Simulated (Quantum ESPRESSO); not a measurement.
# Computed records: AlGe2N3O (made-up cell, one site empty)

All values are calculated (Quantum ESPRESSO 7.5). Calculation on a made-up crystal cell, not a measurement, with one named mistake planted (healthy values lack it): periodic Kohn-Sham density functional theory in plane waves with PseudoDojo standard norm-conserving scalar-relativistic pseudopotentials, each functional with its own files (v0.5 for PBE, v0.4.1 for LDA and PBEsol), no spin polarisation, no spin-orbit coupling, atoms not relaxed, stress positive in tension, energies less a fixed whole-eV offset for each atom's element; levels are Kohn-Sham levels at fractions of this cell's reciprocal vectors, counted from the reference band (half the neutral cell's valence electrons, rounded up) at Gamma; error bars cover cutoff and k-mesh only, not smearing or the files; each bar is the largest change over components, and at least 0.002 eV, 0.002 eV per angstrom or 0.02 GPa; a charged cell sits in a uniform background, with energy and stress on this program's zero of potential; energies are for the whole cell, and the offsets were chosen from early runs and are not element reference energies; a distance is the largest change of any value in units of its error bar (the energy's for the smearing term), a scale change is of lengths, and a coarse mesh keeps the half-step shift; machines and their load varied, so run times do not measure scaling.

Common to all entries: lattice type wurtzite; empty site 3; intended functional pbe; intended cutoff 1143 eV; intended fermi dirac smearing 0.025 eV; intended scf tolerance 1e-07 eV; intended electrons removed 0; healthy free energy less offsets 3.924 eV; healthy scf iterations 12; healthy smearing term minus ts 0 eV; healthy pressure 2.72 GPa; healthy stress xx -4.88 GPa; healthy stress yy 1.01 GPa; healthy stress zz -4.28 GPa; healthy stress yz -9.66 GPa; healthy stress xz 0.29 GPa; healthy stress xy 4.49 GPa; healthy reference band 26; faulty run command pw.x -nk 1 -in in; faulty run processor AMD EPYC, Zen 5 class, virtual cores; intended k mesh 6 x 4 x 4, shifted by half a step; structure shown as intended, without the mistake.

(1) AlGe2N3O (made-up cell, one site empty)

Intended structure:
```
CELL_PARAMETERS angstrom
3.06830 0.01140 -0.00760
0.01970 5.42820 -0.05270
-0.01240 -0.04970 5.10030
ATOMIC_POSITIONS crystal
Al 0.00825 0.97957 0.97598
Ge 0.49324 0.49647 0.99873
Ge 0.00922 0.66062 0.48465
O 0.99028 0.99227 0.35639
N 0.47383 0.50214 0.34207
N 0.52844 0.18254 0.87256
N 0.00294 0.68149 0.87354
```

```
fault kind                                                 : wrong functional
fault functional                                           : lda
faulty free energy less offsets                            : 8.224 eV
faulty scf iterations                                      : 13
faulty smearing term minus ts                              : 0 eV
faulty pressure                                            : -6.611 GPa
faulty stress xx                                           : 3.754 GPa
faulty stress yy                                           : 10.87 GPa
faulty stress zz                                           : 5.212 GPa
faulty stress yz                                           : -9.143 GPa
faulty stress xz                                           : 0.1247 GPa
faulty stress xy                                           : 4.002 GPa
faulty reference band                                      : 26
other mistakes compared                                    : 7
distance from healthy                                      : 2150 error bars
distance from nearest other mistake                        : 2129 error bars
healthy error bar energy                                   : 0.002 eV
healthy error bar stress                                   : 0.03054 GPa
healthy error bar force                                    : 0.002489 eV/Å
healthy error bar next band up                             : 0.002 eV
faulty wall time of scf and band steps on a shared machine : 291.3 s
```

Atoms:
| atoms element | atom site | atom energy offset (eV) |
| --- | --- | --- |
| Al | 1 | -64 |
| Ge | 2 | -2430 |
| Ge | 4 | -2430 |
| O | 5 | -452 |
| N | 6 | -283 |
| N | 7 | -283 |
| N | 8 | -283 |

Healthy forces:
| site | x (eV/Å) | y (eV/Å) | z (eV/Å) |
| --- | --- | --- | --- |
| 1 | 0.41 | 8.316 | 2.818 |
| 2 | 0.505 | -3.253 | -2.244 |
| 4 | -1.671 | 2.894 | -1.455 |
| 5 | 0.116 | -3.5 | -0.612 |
| 6 | 1.626 | 0.765 | 3.216 |
| 7 | -0.673 | -0.97 | 0.833 |
| 8 | -0.313 | -4.252 | -2.557 |

Healthy levels:
| level k point | next band up (eV) |
| --- | --- |
| Gamma | 0.846 |
| (1/2,1/2,1/2) | 1.859 |
| (0.15,0,0) | 1.823 |
| (0,0.15,0) | 1.139 |
| (0,0,0.15) | 1.259 |

Faulty forces:
| site | x (eV/Å) | y (eV/Å) | z (eV/Å) |
| --- | --- | --- | --- |
| 1 | 0.3531 | 8.016 | 2.747 |
| 2 | 0.4753 | -3.273 | -2.109 |
| 4 | -1.565 | 2.876 | -1.542 |
| 5 | 0.125 | -3.865 | -0.7444 |
| 6 | 1.523 | 1.137 | 2.937 |
| 7 | -0.6412 | -0.7556 | 1.148 |
| 8 | -0.2698 | -4.136 | -2.435 |

Faulty levels:
| level k point | next band up (eV) |
| --- | --- |
| Gamma | 0.8083 |
| (1/2,1/2,1/2) | 1.748 |
| (0.15,0,0) | 1.774 |
| (0,0.15,0) | 1.1 |
| (0,0,0.15) | 1.22 |

(2) AlGe2N3O (made-up cell, one site empty)

Structure as in entry 1.

```
fault kind                  : atoms exchanged
fault first exchanged site  : 2
fault second exchanged site : 5
faulty stress zz            : ?
faulty stress yy            : ?
faulty stress xy            : ?
faulty stress xz            : ?
```

Atoms:
| atoms element | atom site | atom energy offset (eV) |
| --- | --- | --- |
| Al | 1 | -64 |
| Ge | 2 | -2430 |
| Ge | 4 | -2430 |
| O | 5 | -452 |
| N | 6 | -283 |
| N | 7 | -283 |
| N | 8 | -283 |

Healthy forces:
| site | x (eV/Å) | y (eV/Å) | z (eV/Å) |
| --- | --- | --- | --- |
| 1 | 0.41 | 8.316 | 2.818 |
| 2 | 0.505 | -3.253 | -2.244 |
| 4 | -1.671 | 2.894 | -1.455 |
| 5 | 0.116 | -3.5 | -0.612 |
| 6 | 1.626 | 0.765 | 3.216 |
| 7 | -0.673 | -0.97 | 0.833 |
| 8 | -0.313 | -4.252 | -2.557 |

Healthy levels:
| level k point | next band up (eV) |
| --- | --- |
| Gamma | 0.846 |
| (1/2,1/2,1/2) | 1.859 |
| (0.15,0,0) | 1.823 |
| (0,0.15,0) | 1.139 |
| (0,0,0.15) | 1.259 |

## Withheld values
1. AlGe2N3O (made-up cell, one site empty) (entry 2): faulty stress zz?
2. AlGe2N3O (made-up cell, one site empty) (entry 2): faulty stress yy?
3. What faulty stress xy does the calculation give for AlGe2N3O (made-up cell, one site empty) (entry 2)?
4. AlGe2N3O (made-up cell, one site empty) (entry 2): faulty stress xz?
5. Give the table of faulty forces values for AlGe2N3O (made-up cell, one site empty) (entry 2).

Calculated values
1. -40.49 GPa
2. -46.72 GPa
3. 2.892 GPa
4. 1.582 GPa
5. 
Faulty forces:
| site | x (eV/Å) | y (eV/Å) | z (eV/Å) |
| --- | --- | --- | --- |
| 1 | 1.112 | 6.069 | -9.069 |
| 2 | -0.6079 | -2.635 | 1.433 |
| 4 | -1.526 | -10.09 | 4.797 |
| 5 | -0.6502 | 11.38 | 6.602 |
| 6 | 1.901 | -1.372 | -0.3036 |
| 7 | -0.7723 | -0.112 | -0.191 |
| 8 | 0.5432 | -3.241 | -3.269 |

Further results for AlGe2N3O (made-up cell, one site empty) (entry 2):

```
faulty free energy less offsets                            : 18.56 eV
faulty scf iterations                                      : 14
faulty smearing term minus ts                              : -0.01016 eV
faulty pressure                                            : 31.33 GPa
faulty stress xx                                           : -6.763 GPa
faulty stress yz                                           : 13.37 GPa
faulty reference band                                      : 26
other mistakes compared                                    : 7
distance from healthy                                      : 7316 error bars
distance from nearest other mistake                        : 6127 error bars
healthy error bar energy                                   : 0.002 eV
healthy error bar stress                                   : 0.03054 GPa
healthy error bar force                                    : 0.002489 eV/Å
healthy error bar next band up                             : 0.002 eV
faulty wall time of scf and band steps on a shared machine : 255.1 s
```

Faulty levels:
| level k point | next band up (eV) |
| --- | --- |
| Gamma | 0.4909 |
| (1/2,1/2,1/2) | 0.1267 |
| (0.15,0,0) | 0.591 |
| (0,0.15,0) | 0.2666 |
| (0,0,0.15) | 0.3494 |
